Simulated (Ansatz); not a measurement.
A distorted cell of TiO$_{2}$ (rutile):

```xyz
6
Lattice="4.7247 0.0000 0.0000 0.0000 4.7247 0.0000 0.0000 0.0000 3.0155" Properties=species:S:1:pos:R:3 pbc="T T T"
Ti     0.0000     0.0000     0.0000
Ti     2.3623     2.3623     1.5077
O      1.4533     1.4533     0.0000
O      3.8156     0.9090     1.5077
O      0.9090     3.8156     1.5077
O      3.2714     3.2714     0.0000
```

Computed with PBE (plane waves to 420 eV, PAW, scalar-relativistic; Ansatz, a program for electronic structure). k mesh 7×7×11 (Γ-centred), Fermi-Dirac smearing 0.05 eV. E stands for the smeared free energy. Stress and pressure are positive under compression. The PAW data are Ansatz's earlier set. TiO2 is run without spin polarisation. TiO2 was relaxed with its symmetry unable to fall.

Give the stress tensor in GPa and the pressure.


```
   -8.6      0.0      0.0
    0.0     -8.6      0.0
    0.0      0.0    -12.1
```
The pressure, a third of the trace, is -9.8 GPa.

It is the relaxed cell scaled evenly to V/V₀ = 1.053, atoms relaxed where free. What is its energy relative to the relaxed cell?

18.2 meV/atom.

(A scan under strain: stresses follow from slopes of the energy per volume, elastic moduli from its curvatures.)
